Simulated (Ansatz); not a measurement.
TePb:
```
TePb
1.0
    0.00000     3.26726     3.26726
    3.26726     0.00000     3.26726
    3.26726     3.26726     0.00000
Te Pb
1 1
Direct
  0.00000   0.00000   0.00000
  0.50000   0.50000   0.50000
```

The program Ansatz at the r²SCAN level (PAW) gives a gap of 1.09 eV without spin–orbit coupling, maximum at L, minimum at L.

**Question.** What happens when spin–orbit coupling is switched on?

**Answer.** The gap falls by 0.94 eV, to 0.15 eV; maximum at L, minimum at L.

**Question.** Give the electron effective mass with spin–orbit coupling.

**Answer.** 0.019, 0.019, 0.22 mₑ (principal values).

**Question.** Give the hole effective mass with spin–orbit coupling.

**Answer.** 0.021, 0.021, 0.30 mₑ (principal values).

Space group Fm-3m (rock salt). The cell was relaxed with r²SCAN under the symmetry of its start.

Potentials: the later of the program's two PAW sets.
